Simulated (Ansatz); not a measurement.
MgS: the volume at rest

MgS in the rock-salt structure, starting from this typed cell of 17.88 Å³ an atom.

```
Mg S
1.0
     0.00000    2.61500    2.61500
     2.61500    0.00000    2.61500
     2.61500    2.61500    0.00000
Mg S
1 1
Direct
  0.00000 0.00000 0.00000
  0.50000 0.50000 0.50000
```

Computed with Ansatz (plane-wave DFT, scalar-relativistic): k mesh 6×6×6; fixed occupations; no spin. Cell and atoms are relaxed to zero stress with the symmetry kept and no dispersion correction.

Caveats: coarse k mesh.

Task: What volume results under PBE, LDA, PBEsol, and how much do the potentials matter?

Result: 
| functional | potentials | cutoff (eV) | volume (Å³/atom) | change (%) |
| --- | --- | --- | --- | --- |
| PBE | all-electron PAW datasets (no frozen core) | 220 | 17.88 | 0.0 |
| PBE | Ansatz hand-made PAW | 620 | 17.89 | 0.0 |
| PBE | PseudoDojo norm-conserving | 1143 | 17.90 | 0.1 |
| PBE | Ansatz norm-conserving | 1143 | 17.88 | 0.0 |
| LDA | Ansatz hand-made PAW | 620 | 16.89 | -5.6 |
| LDA | PseudoDojo norm-conserving | 1143 | 16.90 | -5.5 |
| PBEsol | Ansatz hand-made PAW | 620 | 17.40 | -2.7 |
| PBEsol | PseudoDojo norm-conserving | 1143 | 17.42 | -2.6 |

From smallest to largest: LDA, PBEsol, PBE.
